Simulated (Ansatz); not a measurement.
C in space group P6_3/mmc (No. 194; C on 4e, C on 4f), plane-wave PAW PBEsol (Ansatz code). The conduction-band minimum lies on the Γ–M line, 83 % of the way from Γ, with 6 equivalent valleys. Second derivatives d²E/dk² of the lowest band at one valley (eV·Å²), along Cartesian directions:

| direction | d²E/dk² |
|---|---|
| [100] | 37.60 |
| [010] | 4.258 |
| [001] | 4.112 |
| [110] | 20.94 |
| [101] | 20.86 |
| [011] | 4.183 |

Question: Find the principal effective masses, the density-of-states mass and the conductivity mass.

Answer: Off-diagonal terms follow from H_xy = H[110] − (H_xx + H_yy)/2, and m*/mₑ = 7.620 eV·Å² over each eigenvalue: 0.20, 1.8, 1.9. One valley's DOS mass (m₁m₂m₃)^(1/3) = 0.88, conductivity mass 3/(Σ 1/mᵢ) = 0.50 mₑ.

Question: What effective density of states Nc follows at 300 K for parabolic valleys?

Answer: Nc = 2.509e19 × 6 × (0.88)^(3/2) ≈ 1.2e20 cm⁻³.

Question: With the computed static dielectric constant 5.85 (mean of the diagonal), estimate a hydrogenic donor's binding energy and radius.

Answer: E = 13.606 eV × 0.50/5.85² ≈ 200 meV; a = 0.529 Å × ε/m* ≈ 6.2 Å. Semilocal masses tend to be too small when the gap is underestimated.

The workflow started from a Materials Project entry (that database holds measured and hypothetical structures alike). Its sites differ from those of the usual phase in this space group: another stacking or structure type. The cell was relaxed with PBEsol under the symmetry of its start; whether a distortion lowers the energy is not shown.

Potentials: the earlier of the program's two PAW sets. The files were generated under PBE; for other functionals the program regenerates the frozen cores, and for LDA and PBEsol the local potential too.
